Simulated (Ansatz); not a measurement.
The start is a generated cell, Ag placed in the simple-cubic structure type. The cell and all atomic positions are relaxed at zero pressure with PBE (plane waves to 420 eV, PAW, scalar-relativistic; Ansatz, a program for electronic structure). The first steps use a coarse 12×12×12 k-mesh.

The start:
```yaml
crystal:
  lattice:
    - [2.67573, 0.00000, 0.00000]
    - [0.00000, 2.67573, 0.00000]
    - [0.00000, 0.00000, 2.67573]
  atoms:
    - { symbol: Ag, position: [0.00000, 0.00000, 0.00000] }
```

- Initial pressure = +7.1 GPa (positive: the cell is compressed)
- Outcome = The space group stays Pm-3m (No. 221) (the run could not lower it); the end is simple cubic type, with 1 atom in the primitive cell
- Energy released = 0.03 eV/atom
- Volume change = +8.7 %, from 19.16 to 20.82 Å³/atom
- Shortest distances (start → end) = The closest pairs of elements (up to four, under 3.6 Å), start → end: Ag–Ag 2.68 → 2.75 Å
- Band gap at the end = zero (metallic)
- Optimiser moves = 5

Final structure:

```cif
data_Ag
_chemical_formula_sum 'Ag1'
_space_group_name_H-M_alt 'Pm-3m'
_space_group_IT_number 221
_space_group_name_Hall '-P 4 2 3'
_cell_length_a 2.75085
_cell_length_b 2.75085
_cell_length_c 2.75085
_cell_angle_alpha 90.000
_cell_angle_beta 90.000
_cell_angle_gamma 90.000
loop_
_atom_site_label
_atom_site_type_symbol
_atom_site_symmetry_multiplicity
_atom_site_Wyckoff_symbol
_atom_site_fract_x
_atom_site_fract_y
_atom_site_fract_z
_atom_site_occupancy
Ag1 Ag 1 a 0.00000 0.00000 0.00000 1
```

Final values are on a 17×17×17 k-mesh of the relaxed cell. No spin polarisation in the result.

The run could not lose the symmetry of its start, so the end can be a saddle point.

The relaxed structure here is a generated cell of Ag: the first start was made by placing the elements on the sites of a structure type, and the end was not matched to a known phase here, so it may be hypothetical. Known forms of Ag include space group No. 225.
